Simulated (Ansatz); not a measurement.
# GdZn3 in the AuCu3-type structure

Computed with Ansatz (plane waves, PAW, 420 eV cutoff): PBE+U (U_eff = 6 eV on Gd 4f), scalar-relativistic, collinear spin, Γ-centred 8×8×4 mesh, 0.05 eV Gaussian smearing; PAW files: Ansatz's generated set soft_2.

```xyz
8
Lattice="4.3086 0.0000 4.3086 0.0000 4.3086 4.3086 0.0000 0.0000 8.6171" Properties=species:S:1:pos:R:3 pbc="T T T"
Gd    0.0000    0.0000    0.0000
Zn    0.0000    2.1543    2.1543
Zn    2.1543    2.1543    8.6171
Zn    2.1543    0.0000    2.1543
Gd    0.0000    0.0000    4.3086
Zn    0.0000    2.1543    6.4628
Zn    2.1543    2.1543    4.3086
Zn    2.1543    0.0000    6.4628
```

This is a trial structure made by placing the elements on a prototype's sites, so it needn't be the stable form.

Magnetic state: antiferromagnetic, site spin moments Gd 7.32, -7.32 μB.

The cell is relaxed to zero pressure at this level.

Path: Γ–X–M–Γ–R–X | R–M, with Γ = (0.000, 0.000, 0.000), X = (0.000, 0.500, 0.000), M = (0.500, 0.500, 0.000), R = (1.000, 1.000, 1.000) in reciprocal vectors of the calculation's cell.

The run's cell is 2 times the crystal's primitive cell, to hold the magnetic order, so the bands are folded: in its zone Γ = R, which the primitive cell's zone keeps apart.

Task: Is it a metal or an insulator, and if it has a gap, where are the band edges on this path?

Result: A metal: bands cross the Fermi level.

Bands as a text map, energy in eV from the Fermi level (dashes), each leg drawn with the same width, + spin up, o spin down, # both:
```
  3.71 |#############################################
  3.43 |#############################################
  3.14 | #### ###########   # #    # #   ###  #### ##
  2.86 |        ######  ##     #  #     ##      # #  
  2.57 |    ###   ##    # ##          ## #           
  2.29 |         #  #  #        ##        #      ##  
  2.00 |    ##         # ##            ## #          
  1.71 |     #  # ## #     #          #         # #  
  1.43 |   #  ##  ##  #  ##            ##  #   # # ##
  1.14 |  #    # #  # # #   # ##  ## #   # #        #
  0.86 |##  ### ###### ##    # #### #    ## ###   ## 
  0.57 | ####            ####        ####     ####   
  0.29 |                 ###  #    #  ###            
  0.00 |---#############--------##--------##---######
 -0.29 |###   ####  ############  ##############  ###
 -0.57 | #  ##  # ## # #  ### ##  ## ###  #   #  #   
 -0.86 |  ##      ##    #  #          #  #     ##    
 -1.14 |###      #  #       ### ## ###      ####     
 -1.43 | # #     #  #   #   # ##  ## #   #      #    
 -1.71 |#   #     ##   #   # # #### # #   # ###      
 -2.00 |  #  #  #    #   # #          # #        #   
 -2.29 |      #   ##      #     ##     #       #  ## 
 -2.57 |   #   # #  # #  # #    ##    # #  #        #
 -2.86 |####    #    #  ##  ####  ####  ##  #####    
 -3.14 | #  ####      ##   #          #   ##    #####
 -3.43 |  # #   #    # ##   # #    # #   ##   #      
 -3.71 |                  #            #       # #   
 -4.00 |   # #   #  #      #          #              
        Γ      X      M      Γ      R      XR       M
```

For elements this heavy, spin–orbit coupling would shift levels and gaps; it isn't included here. The run wasn't fully tested for a lower electronic state. Site moments are of spin, integrated over atomic spheres.
